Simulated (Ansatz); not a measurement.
Relaxed BaTiO$_{3}$ (tetragonal-perovskite type, space group P4mm):

```
CELL_PARAMETERS angstrom
      3.97275     0.00000     0.00000
      0.00000     3.97275     0.00000
      0.00000     0.00000     4.11229
ATOMIC_POSITIONS crystal
  Ti 0.50000 0.50000 0.45228
  Ba 0.00000 0.00000 0.93419
  O  0.50000 0.50000 0.89527
  O  0.50000 0.00000 0.41213
  O  0.00000 0.50000 0.41213
```

Scan: atom 3 (O, nearest neighbour Ti at 1.822 Å; its periodic images, 4.0 Å or more away, move with it) is displaced towards the nearest neighbour, direction (0.000, 0.000, -1.000) in Cartesian axes, by s. The other atoms stay.

Level of theory: r2SCAN (plane waves to 500 eV, PAW, scalar-relativistic; Ansatz, a first-principles code). k mesh 7×7×7 (Γ-centred), Fermi-Dirac smearing 0.05 eV. The energy includes the smearing's −TS. Left out: 2 of 11 points, with atoms too close for the PAW data. BaTiO3 is run without spin polarisation. BaTiO3 was relaxed with its symmetry unable to fall. The PAW data are Ansatz's earlier set. The zero of ΔE is the undisplaced structure.

```csv
s (Å),ΔE (meV/cell)
-0.180,161.8
-0.144,withheld
-0.108,67.8
-0.072,32.6
-0.036,8.8
0.000,0.0
0.036,10.3
0.072,44.6
0.108,108.6
```

Q: Fit a polynomial form (powers 2, 3, 4) to the given rows and predict ΔE at s = -0.144.

A: Least squares on the 8 given rows: ΔE = (7364)·s² + (16190)·s³ + (16790)·s⁴, in meV/cell with s in Å; root-mean-square residual 0.03 meV/cell. At -0.144 the fit gives 111.6 meV/cell; the calculation gives 111.7 meV/cell, so the interpolation is off by -0.1 (-0.1 %). The quadratic term alone would give 152.7 meV/cell.

(A displaced cell: forces are minus the slopes of the energy, force constants its curvatures, and phonons follow from these.)
